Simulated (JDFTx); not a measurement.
```json
{
  "surface": "Pb(110)",
  "bulk": "Pb, Fm-3m, lattice of mp-20483 (not re-optimised)",
  "slab": "8 atoms in 8 planes, 1x1, 12.1 Å between the outermost planes",
  "in-plane cell": "3.528 × 4.990 Å, 17.60 Å²",
  "cell_height": "28.3 Å",
  "sampling": "6×4×1 k mesh, Fermi smearing 0.01 Ha, no spin polarisation"
}
```

Final geometry:
```
8
Lattice="3.528 0.000 0.000 0.000 4.990 0.000 0.000 0.000 28.300" Properties=species:S:1:pos:R:3 pbc="T T F"
Pb     1.764     2.495     8.108
Pb     0.000     0.000     9.740
Pb     1.764     2.495    11.504
Pb     0.000     0.000    13.268
Pb     1.764     2.495    15.032
Pb     0.000     0.000    16.796
Pb     1.764     2.495    18.560
Pb     0.000     0.000    20.192
```

Method: PBE, GBRV ultrasoft potentials, plane waves to 20/100 Ha, in JDFTx (a modified build). Liquid on both sides: linear PCM (GLSSA13), water, 1 M KF; nuclei fixed, outer atoms relaxed in vacuum. SHE scale: U = −μ/e − 4.44 V, by convention. The surface is an ideal bare cut with both faces alike: no reconstruction, overlayer or explicit solvent molecules.

Task: Predict the potential of zero charge and the surface charge against electrode potential.

Result: The potential of zero charge is -0.97 V vs SHE.

```csv
U (V vs SHE),μ (eV),excess electrons per cell,"σ (μC/cm², per face)",run
-1.85,-2.59,0.326,-14.8,fixed potential
-1.65,-2.79,0.257,-11.7,fixed potential
-1.45,-2.99,0.186,-8.4,fixed potential
-1.19,-3.25,0.088,-4.0,fixed charge
-0.97,-3.47,0.000,0.0,neutral
-0.80,-3.64,-0.074,3.3,fixed potential
-0.05,-4.39,-0.465,21.1,fixed potential
```
